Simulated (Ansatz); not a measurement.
An ordered 4-atom cell of Rb2BrCl on the rocksalt lattice (R-3m), relaxed with r2SCAN. The symmetry is R-3m (No. 166, trigonal); a = 4.781 Å, c = 23.462 Å in the conventional setting, 38.70 Å³ an atom. Cl is surrounded by 6 Rb at 3.33 Å; Br is surrounded by 6 Rb at 3.44 Å; Rb is surrounded by 3 Cl at 3.33 Å and 3 Br at 3.44 Å.

The questions ask for values computed with the plane-wave code Ansatz on this geometry. Non-magnetic throughout. Whether this structure exists isn't addressed.

Given (6×6×6 mesh): PBE gives a direct gap of 4.44 eV at Γ.

**Question.** What does PBE+SOC give for the gap (6×6×6 mesh)?

**Answer.** With PBE+SOC the gap is 4.30 eV and direct, at Γ. The gap differs by -0.14 eV from PBE's.

**Question.** Estimate the gap with r2SCAN on 6×6×6.

**Answer.** The r2SCAN gap is direct at Γ: 5.03 eV. The gap differs by +0.59 eV from PBE's.

**Question.** How does the gap change from PBE to HSE06 (4×4×4)?

**Answer.** HSE06 gives a direct gap of 5.61 eV at Γ. The gap differs by +1.17 eV from PBE's.

**Question.** How does the gap change from PBE to PBE0 (4×4×4)?

**Answer.** The PBE0 gap is direct at Γ: 6.34 eV. The gap differs by +1.90 eV from PBE's.

**Question.** What does G0W0@PBE with 462 empty bands, a screening cutoff of 120 eV and a 4×4×4 mesh give?

**Answer.** 6.97 eV (PBE's gap over the path plus the quasiparticle shift read on the mesh). Over the mesh points the PBE gap of 4.44 eV becomes a quasiparticle gap of 6.97 eV (direct at Γ), a change of +2.53 eV. Renormalisation factors Z lie between 0.80 and 0.87. The G0W0 figures hold for the stated bands, cutoff and mesh and aren't extrapolated.

**Question.** Roughly how does the cost of the HSE06 run (4×4×4) compare with r2SCAN's (6×6×6)?

**Answer.** About 22 times as much (7 core-minutes against 20 core-seconds, on a shared machine).

**Question.** Going by these computed values, what does each step up buy?

**Answer.** r2SCAN covers 50 % of the step from PBE to HSE06, while HSE06 needs about 22 times r2SCAN's cost (on a coarser mesh). Spin-orbit coupling moves the least or the direct gap by up to 0.15 eV, so it has to be included where a tenth of an eV counts. All these functionals give a gap of the same kind, direct.

Only the levels marked +SOC include spin-orbit coupling.
